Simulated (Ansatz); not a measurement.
**Al₇Cu: computed properties**

Method: Ansatz, DFT PBE, scalar-relativistic, plane waves, PAW.

Cutoff 420 eV; k points 8×8×8 on the computed 8-atom cell (Γ-centred); Gaussian smearing, width 0.10 eV; no spin polarisation.

The structure is relaxed at this level of theory with its symmetry kept, and needn't be the ground state of this composition.

```xyz
8
Lattice="0.0000 3.9798 3.9798 3.9798 0.0000 3.9798 3.9798 3.9798 0.0000" Properties=species:S:1:pos:R:3 pbc="T T T"
Al    0.0000    1.9899    1.9899
Al    3.9798    1.9899    1.9899
Al    1.9899    0.0000    1.9899
Al    1.9899    3.9798    1.9899
Al    1.9899    1.9899    0.0000
Al    1.9899    1.9899    3.9798
Al    0.0000    0.0000    0.0000
Cu    3.9798    3.9798    3.9798
```

(1) Formation energy from the elements' standard states (uncorrected)?

(2) Kohn–Sham band gap?

(3) Density of states at the Fermi level?

(4) Orbital (Löwdin) character within 0.5 eV of the Fermi level?

(5) Bulk modulus?

(6) Its pressure derivative?

(7) Bader charge by site (e)?

Results:

(1) -0.015 eV/atom.

(2) none (metal).

(3) 2.1 states/eV per cell.

(4) Al 3p 57 %, Al 3s 28 %, unprojected 7 %.

(5) 86 GPa.

(6) 4.6.

(7) Al (6 in the cell) 0.13, Al (1 in the cell) 0.00, Cu (1 in the cell) -0.78.

The cell was found from a structure generator's guess, not taken from experiment. Löwdin shares on free-atom orbitals overweight diffuse shells.
